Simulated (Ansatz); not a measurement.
Rb₂CuBiCl₆:
```
Rb2CuBiCl6
1.0
    0.00000     5.06025     5.06025
    5.06025     0.00000     5.06025
    5.06025     5.06025     0.00000
Rb Cu Bi Cl
2 1 1 6
Direct
  0.75000   0.75000   0.75000
  0.25000   0.25000   0.25000
  0.50000   0.50000   0.50000
  0.00000   0.00000   0.00000
  0.73590   0.26410   0.26410
  0.26410   0.73590   0.73590
  0.26410   0.73590   0.26410
  0.73590   0.26410   0.73590
  0.26410   0.26410   0.73590
  0.73590   0.73590   0.26410
```

Tensor components refer to the Cartesian frame of this cell.

Task: Give the high-frequency dielectric tensor and the Born effective charge tensors of the independent atoms from DFPT, LDA (plane waves, PAW; program Ansatz).

Result: 
ε∞:
```
6.04  0.00  0.00
0.00  6.04  0.00
0.00  0.00  6.04
```
Z* of atom 1 (Rb), rows: field, columns: displacement, in e:
```
1.29  0.00  0.00
0.00  1.29  0.00
0.00  0.00  1.29
```
Z* of atom 3 (Cu), rows: field, columns: displacement, in e:
```
1.53  0.00  0.00
0.00  1.53  0.00
0.00  0.00  1.53
```
Z* of atom 4 (Bi), rows: field, columns: displacement, in e:
```
4.87  0.00  0.00
0.00  4.87  0.00
0.00  0.00  4.87
```
Z* of atom 5 (Cl), rows: field, columns: displacement, in e:
```
-2.86   0.00   0.00
 0.00  -0.82   0.00
 0.00   0.00  -0.82
```

Space group Fm-3m. The first step of the workflow began from a Materials Project structure, measured or hypothetical; the Crystallography Open Database copy checked does not list it. Its standing as an ambient phase is unchecked. The cell was relaxed with LDA under the symmetry of its start; phonons show weakly imaginary modes. No spin polarisation was allowed. Spin–orbit coupling is left out wherever it is not named.

Potentials: the later of the program's two PAW sets.
